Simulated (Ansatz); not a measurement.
Mg$_{3}$TiCu$_{4}$: relaxed-ion elastic tensor

These are results of DFT PBE, scalar-relativistic, plane waves, PAW in Ansatz, not measurements. Plane waves to 420 eV; Γ-centred k mesh 6×6×10; Gaussian smearing of 0.10 eV. No spin polarisation.

Relaxed structure:
```
Mg Ti Cu
1.0
     6.33892    0.00000    0.00000
     0.00000    6.33892    0.00000
     0.00000    0.00000    3.08618
Mg Ti Cu
3 1 4
Cartesian
  0.0000 0.0000 1.5431
  3.1695 0.0000 1.5431
  0.0000 3.1695 1.5431
  3.1695 3.1695 1.5431
  4.6647 4.6647 0.0000
  1.6742 1.6742 0.0000
  1.6742 4.6647 0.0000
  4.6647 1.6742 0.0000
```

The cell was found from a structure generator's guess, not taken from experiment. In a metal, frequencies and elastic constants depend on the k mesh and the smearing, soft modes and shear constants most.

(1) Give the relaxed-ion elastic constants (GPa, Voigt order xx yy zz yz xz xy, on the Cartesian axes of the cell above).

(2) Is the crystal stable against homogeneous strain?

(3) And the moduli of a polycrystal (Hill averages)?

Answers

(1)
C11 = 105.6, C12 = 66.7, C13 = 58.5, C22 = 105.6, C23 = 58.5, C33 = 98.8, C44 = 65.0, C55 = 65.0, C66 = 61.7 GPa; the others vanish.

(2) Yes: the least eigenvalue of the tensor is 38.9 GPa.

(3) B = 75 GPa, G = 41 GPa, E = 104 GPa, ν = 0.27.
